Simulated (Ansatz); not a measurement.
Ag, bcc: geometry optimisation

Theory: Ansatz 0.2.0, DFT, r2SCAN, plane waves (500 eV) with PAW, scalar-relativistic. (PAW data from PBE, frozen cores regenerated.)

k-point mesh 14×14×14, Fermi-Dirac smearing 0.1 eV, no spin polarisation. Cell and atoms relax.

Starting structure:

```yaml
crystal:
  lattice:
    - [-1.6216095446, 1.6216095446, 1.6216095446]
    - [1.6216095446, -1.6216095446, 1.6216095446]
    - [1.6216095446, 1.6216095446, -1.6216095446]
  atoms:
    - { symbol: Ag, position: [0.0, 0.0, 0.0] }
hamiltonian:
  xc: r2scan
  pseudopotentials:
    kind: paw
    azcp:
      Ag: "pseudopotentials/Ag.paw.azcp"
basis:
  ecutwfc: 500
  fft_grid_basis: typed
kpoints:
  mp_grid: { grid: [14, 14, 14], shift: [0, 0, 0] }
magnetization:
  spin_polarized: false
scf:
  occupations: { method: fermi_dirac, width: 0.1 }
relax:
  max_steps: 60
  f_tol: 0.01
  cell: {}
output:
  write_density: true
  write_potential: true
  elf: true
  volumetric_format: npy
```

The pressure at the start is 2.4 GPa. By how much does the volume change?

From 17.06 to 17.45 Å³ per atom, 2.3 %. The final cell has a = 3.268 Å.

How much energy does the relaxation gain?

2.9 meV per atom.
